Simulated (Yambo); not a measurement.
GaN (zinc blende, space group F-43m, No. 216), G0W0@LDA (Yambo, plasmon pole, terminator in G, 6×6×6 mesh): gap Γ → Γ in eV by bands and screening block.

```csv
bands (W and G),2 Ry,5 Ry,8 Ry,11 Ry,14 Ry
20,2.42,2.73,2.82,___,2.90
32,2.31,___,2.73,2.80,2.82
47,2.26,2.60,2.70,2.78,2.80
67,2.24,2.59,2.69,2.77,2.79
88,2.22,___,2.69,2.77,2.79
```

Task: Estimate the withheld gaps from their neighbours; the computed values follow.

Result: 
- 20, 11 Ry: 2.88
- 32, 5 Ry: 2.64
- 88, 5 Ry: 2.58

The largest settings aren't shown to be the converged limit.

The standard potential for Ga keeps a d shell in the valence without the s and p states of that shell. In tests on such compounds this moved G0W0 gaps by up to about 0.9 eV, so absolute quasiparticle energies here are unreliable; differences between settings are what counts.

Spin-orbit coupling is not included.

Geometry relaxed with LDA; primitive cell a = 3.149 Å, b = 3.149 Å, c = 3.149 Å, α = 60.00°, β = 60.00°, γ = 60.00°.

This is not the ordinary phase of the substance; no match was found in the copy of COD used, and its stability was not checked.
